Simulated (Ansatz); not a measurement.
Ansatz input

```yaml
crystal:
  lattice:
    - [4.4094604297, 0.0, 0.0]
    - [-2.2047302149, 3.8187047491, 0.0]
    - [0.0, 0.0, 2.609357066]
  atoms:
    - { symbol: Pd, position: [1.0, 0.0, 0.0], spin: 0.5 }
    - { symbol: Pd, position: [0.3333333333, 0.6666666667, 0.5], spin: 0.5 }
    - { symbol: Pd, position: [0.6666666667, 0.3333333333, 0.5], spin: 0.5 }
hamiltonian:
  xc: mr2scan
  pseudopotentials:
    kind: paw
    azcp:
      Pd: "pseudopotentials/Pd.paw.azcp"
basis:
  ecutwfc: 500
  fft_grid_basis: typed
kpoints:
  mp_grid: { grid: [9, 9, 13], shift: [0, 0, 0] }
magnetization:
  spin_polarized: true
scf:
  occupations: { method: fermi_dirac, width: 0.05 }
  lower_state_search: "off"
output:
  stress: true
```

and its output:

```
Engine: ansatz 0.2.0, aarch64-unknown-linux-gnu
Pseudopotentials: kind: paw
Pseudopotential: Pd, paw, valence charge 18, recommended cutoff 500 eV (meta_gga) 
Functional definition: m-r2SCAN
  exchange = m_r2scan_x
  correlation = m_r2scan_c
Crystal: 3 atoms, lattice volume = 43.937 Å³
Basis set: ecut = 500 eV, 1125 PW (Γ), exchange–correlation on 144×144×80 points (64 copies of the dense FFT grid, shifted against one another)
Bands: 34, of which v1, the nominal top of the filled ones, is band 27 counted from 1 (26 counted from 0)
Symmetry: 24 space group operations
Space group: P6/mmm (ITA 191), of the structure as read, at distance tolerance 3.5e-5 Å
Magnetic group: BNS 191.233 (UNI 1463), of the structure as read, at distance tolerance 3.5e-5 Å
k-points: 84 of 1053
Non-local potential: Pd, projectors of the file, l = 0: 2, l = 1: 2, l = 2: 2, l = 3: 1
PAW form: soft (Blöchl's): semilocal exchange-correlation on the pseudo side does not see the compensation charge
PAW frozen core: Pd, regenerated for the run's functional (the file was generated under x = pbe(κ = 0.804, μ = 0.2195149727645171), c = pbe(β = 0.06672455060314922))
PAW one-centre angular grid: Pd, 590 points (default); XC on 160 Gauss nodes
Initial density: superposition of atomic densities (chi_scale 0.1, normalization cell)
Starting moments: Σ|m| = 1.5 μB on 3 of 3 sites
Initial wavefunctions: pseudopotential atomic-orbital guess
Functional: x = mr2scan, c = mr2scan; τ floored in thin density (d = 2e-4 eV/Å³)
SCF iter   1: F=-20953.606757 eV  HF=-20958.488811 eV  |F-HF|=4.88e0  |Δ(HF+E_count)|=         —  Δρ=7.40e-2 (↑7.40e-2 ↓5.53e-2)  dr2=7.12e0  dr2_τ=3.15e-2  dr2_m=7.31e-2  M=0.998 μB ∫|m|=1.005 μB  β_m=0.30  ethr=3.10e-3  ⟨swp⟩=5.9  Hψ=21845  notcnv=0  defer=1
SCF iter   2: F=-20955.886031 eV  HF=-20957.197170 eV  |F-HF|=1.31e0  |Δ(HF+E_count)|=    1.29e0  Δρ=4.52e-2 (↑4.52e-2 ↓3.17e-2)  dr2=2.45e0  dr2_τ=3.01e-2  dr2_m=4.80e-2  M=0.916 μB ∫|m|=0.929 μB  β_m=0.30  ethr=3.10e-3  ⟨swp⟩=2.5  Hψ=11277  notcnv=0  defer=192  κ⁻¹=1.0e0(r=1)
SCF iter   3: F=-20956.803395 eV  HF=-20956.737095 eV  |F-HF|=6.63e-2  |Δ(HF+E_count)|=   4.60e-1  Δρ=1.62e-2 (↑1.40e-2 ↓1.62e-2)  dr2=1.41e-1  dr2_τ=1.34e-2  dr2_m=4.07e-2  M=0.799 μB ∫|m|=0.816 μB  β_m=0.30  ethr=3.10e-3  ⟨swp⟩=2.0  Hψ=9638  notcnv=0  defer=192  κ⁻¹=1.5e-2(r=2)
SCF iter   4: F=-20956.767674 eV  HF=-20956.809287 eV  |F-HF|=4.16e-2  |Δ(HF+E_count)|=   7.22e-2  Δρ=1.43e-2 (↑1.15e-2 ↓1.43e-2)  dr2=1.51e-1  dr2_τ=4.04e-3  dr2_m=2.74e-2  M=0.754 μB ∫|m|=0.772 μB  β_m=0.30  ethr=2.61e-4  ⟨swp⟩=2.0  Hψ=8583  notcnv=0  defer=205  κ⁻¹=3.4e-3(r=3)
SCF iter   5: F=-20956.849464 eV  HF=-20956.849867 eV  |F-HF|=4.04e-4  |Δ(HF+E_count)|=   4.06e-2  Δρ=8.62e-3 (↑4.74e-3 ↓8.62e-3)  dr2=1.17e-2  dr2_τ=1.22e-3  dr2_m=1.61e-2  M=0.725 μB ∫|m|=0.744 μB  β_m=0.30  ethr=2.61e-4  ⟨swp⟩=2.3  Hψ=8736  notcnv=0  defer=205  κ⁻¹=4.3e-5(r=4)
SCF iter   6: F=-20956.857272 eV  HF=-20956.852695 eV  |F-HF|=4.58e-3  |Δ(HF+E_count)|=   2.83e-3  Δρ=5.39e-3 (↑5.37e-3 ↓5.39e-3)  dr2=2.08e-4  dr2_τ=2.82e-4  dr2_m=1.14e-2  M=0.687 μB ∫|m|=0.707 μB  β_m=0.30  ethr=2.17e-5  ⟨swp⟩=2.0  Hψ=9279  notcnv=0  defer=205  κ⁻¹=2.7e-5(r=5)
SCF iter   7: F=-20956.858218 eV  HF=-20956.855586 eV  |F-HF|=2.63e-3  |Δ(HF+E_count)|=   2.89e-3  Δρ=4.83e-3 (↑4.83e-3 ↓4.45e-3)  dr2=2.40e-4  dr2_τ=1.54e-4  dr2_m=8.61e-3  M=0.650 μB ∫|m|=0.670 μB  β_m=0.30  ethr=3.85e-7  ⟨swp⟩=2.0  Hψ=10672  notcnv=0  defer=205  κ⁻¹=3.3e-6(r=6)
SCF iter   8: F=-20956.859152 eV  HF=-20956.857106 eV  |F-HF|=2.05e-3  |Δ(HF+E_count)|=   1.52e-3  Δρ=4.25e-3 (↑4.25e-3 ↓3.89e-3)  dr2=9.76e-5  dr2_τ=1.18e-4  dr2_m=6.65e-3  M=0.616 μB ∫|m|=0.637 μB  β_m=1.20  ethr=3.85e-7  ⟨swp⟩=1.7  Hψ=7133  notcnv=0  defer=205
...
iter 20 did not close the SCF: its close was put off for a magnetic moment that had not settled (scf_convergence_deferred on its scf_iter line)
SCF iter  20: F=-20956.864827 eV  HF=-20956.864827 eV  |F-HF|=8.48e-8  |Δ(HF+E_count)|=   3.66e-7  Δρ=1.01e-6 (↑1.01e-6 ↓9.39e-7)  dr2=3.80e-10  dr2_τ=2.22e-11  dr2_m=7.80e-11  M=-0.000 μB ∫|m|=0.000 μB  β_m=0.30  ethr=1.70e-12  ⟨swp⟩=4.0  Hψ=17334  notcnv=0  κ⁻¹=1.3e-6(r=8)
SCF iter  21: F=-20956.864827 eV  HF=-20956.864827 eV  |F-HF|=2.36e-10  |Δ(HF+E_count)|=   8.76e-8  Δρ=1.34e-6 (↑1.34e-6 ↓1.30e-6)  dr2=8.70e-10  dr2_τ=2.01e-11  dr2_m=4.52e-11  M=-0.000 μB ∫|m|=0.000 μB  ethr=1.00e-12  ⟨swp⟩=1.0  Hψ=16931  notcnv=0
WARN: the starting moments were not kept: the SCF closed with an absolute magnetisation of 1.1e-5 μB, where they sum to 1.5 μB in size (3 sites). That is at most 0.1 of that sum. Measured as dr2_m measures the in/out step, that magnetisation stands 4.1e-11 eV from none, at or under the dr2_threshold of 1.0e-7 eV: it is no larger than a step whose dr2_m would equal this threshold. The system may hold no moment; this SCF shows only that its start led to no more than that. To try another start: raise the starting moments (crystal.atoms[].spin, magnetization.per_species, magnetization.initial_magnetization, or on a non-collinear deck that types none of these the spinor_matrix: blocks that start its atoms; where the total moment is fixed, keep their sum and leave initial_magnetization as it is; typed ones take the place of any that the run laid by itself, positive ones on a crystal's lanthanoids without a Hubbard term where scf.initial_density.shell_occupations: [] is typed) or, if the notice of its spin-set hold's release reads "site moments contracting" or "site moments show no strong build", lengthen the hold (scf.mixing.spin_hold: { on: { confirm: 4 } }; for m-r²SCAN on two components see the key's manual first). Each may lead to a state that holds a moment. A second SCF, from the converged charge density, with the starting moments and any scf.initial_density.shell_occupations laid on it anew, would have followed, and was not run: the deck does not ask for one (magnetization.retry_lost_moments is false, the default). To let it run, set magnetization.retry_lost_moments: true and run the deck again, where that key's refused combinations let it; where memory then withholds it, that run's warning says so.
SCF 1 converged in 21 iterations: F = -20956.864827 eV  dr2 = 8.70e-10
this state was not tested for a lower state beside it, because the mixer in use, unlike msr1, does not test its closes by its own steps (another_mixer; see scf.mixing.algorithm and scf.lower_state_search)
SCF converged after 21 iterations
Magnetization: -0.0000 μB (27.0000 up, 27.0000 down)
Absolute magnetization: 0.0000 μB (∫|ρ↑−ρ↓|, with the PAW one-centre terms)
Spin contamination: 0.0000 ħ² per cell (⟨S²⟩ above its minimum at these occupations)
Per-site moments (μB) at R_I (Å): [(4.262947533438878e-6, 1.076359789725), (-2.8287454259512502e-6, 1.0501438060028365), (-2.8287454256516517e-6, 1.0501438060028365)]
Free energy (F): -20956.864827 eV
Harris-Foulkes:  -20956.864827 eV  (|F-HF|=2.36e-10)
Internal energy: -20956.813696 eV  (E = F + TS)
E sigma→0 (E₀):  -20956.839262 eV
Entropy (-TS):   -0.051132 eV (-17.044 meV/atom)
Fermi energy:    19.791969 eV
--- Per-component energies (eV) ---
  E_band       = -453.286361
  E_kinetic    = 1549.330644
  E_local      = -5257.160765  (includes V_loc(G=0)·N_el)
  E_nonlocal   = 653.662084
  E_hartree    = 2146.290210
  E_xc         = -481.717689
  E_vxc        = -698.549287  (∫ρ·V_xc dr)
  E_paw        = -11317.043984  (= ΣΔE_a)
  E_vpaw       = -1044.427929  (= ΣTr[D̂ρ^β])
  E_aug_tail   = 0.000315  (compensation charges beyond the density's cutoff)
  E_vtau       = 51.278168  (kinetic-family band-sum trace: ∫τ·v_τ [+ j·A + Jᵃ·Aᵃ] dr)
  E_ewald      = -8248.818250
  E_core_change = -1.356260  (= ΣΔE_core)
  E_smearing   = -0.051132  (= −TS)
  E_closure    = -0.000000  (closes the sum)
  Σ components = -20956.864827   (vs F -20956.864827, Δ=0.00e0)
--- Stress (GPa, compression-positive) ---
        8.110792      -0.000000       0.000000
       -0.000000       8.110792       0.000000
        0.000000       0.000000       8.318750
  P = ⅓ Tr σ = 8.1801 GPa (81.801 kbar)
```
